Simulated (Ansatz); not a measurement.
Here is the system:

W (bcc (W type), Im-3m), a = 3.1689 Å, b = 3.1689 Å, c = 3.1689 Å, α = 90.00°, β = 90.00°, γ = 90.00°; the cell used has 1 atom.

This is the r²SCAN-relaxed structure.

Task: All from DFT-r²SCAN in the program Ansatz with PAW potentials, unless another level is named. Give the density of states at the Fermi level.

Result: 0.36 states/eV per atom (mean over ±0.08 eV).

Task: Give the gap with spin–orbit coupling.

Result: none (metallic).

The r²SCAN relaxation kept the symmetry of its start. The run is not spin-polarised. Scalar-relativistic: spin–orbit coupling is off unless named, which matters more the heavier the elements.

Potentials: the earlier of the program's two PAW sets.
